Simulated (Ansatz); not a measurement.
**Ionic part of the dielectric constant of Be$_{3}$N$_{2}$ at 25 GPa, mode by mode**

Theory: DFT PBEsol, scalar-relativistic, plane waves, PAW in Ansatz 0.2.0. Settings: 420 eV plane-wave cutoff, Γ-centred 9×9×9 mesh, fixed occupations. No spin polarisation. Phonons by linear response, acoustic sum rule imposed.

The structure is trigonal, space group R3m (No. 160). Conventional cell: a = 2.751 Å, b = 2.751 Å, c = 14.020 Å, α = 90.00°, β = 90.00°, γ = 120.00°. Around Be (site symmetry 3m) lie 3 N at 1.60 Å. Be (site symmetry 3m) is surrounded by 4 N at 1.59 to 1.78 Å. Be (site symmetry 3m) is surrounded by 4 N at 1.62 to 1.72 Å. N (site symmetry 3m) is surrounded by 5 Be at 1.59 to 1.62 Å. N (site symmetry 3m) is surrounded by 6 Be at 1.72 to 1.78 Å.

Other phases may be more stable at this pressure.

The primitive cell has V = 30.63 Å³ and ε∞,zz = 5.004. Each polar mode adds Δε = (4.92064×10⁷/V)·S/ν² along z, with S its oscillator strength in e²/amu, ν in cm⁻¹ and V in Å³.

Problem. From these modes, find each Δε and ε0,zz.
```tsv
ν (cm⁻¹)	S_zz (e²/amu)
445.5	0.6873
772.7	0.2274
967.9	0.9207
1032.2	0.2065
```

Solution.
```
ν (cm⁻¹)    Δε
   445.5  5.56
   772.7  0.61
   967.9  1.58
  1032.2  0.31
```

The sum is 8.065, so ε0,zz = 13.07; the run's tensor has 13.07.

Problem. Where do the longitudinal modes lie for a wave vector along z?

Solution. At 565, 801, 1019, 1206 cm⁻¹. The Lyddane–Sachs–Teller product Π(ν_LO/ν_TO)² = 2.61 matches ε0/ε∞ = 2.61.

Whether Be3N2 exists in this form wasn't checked.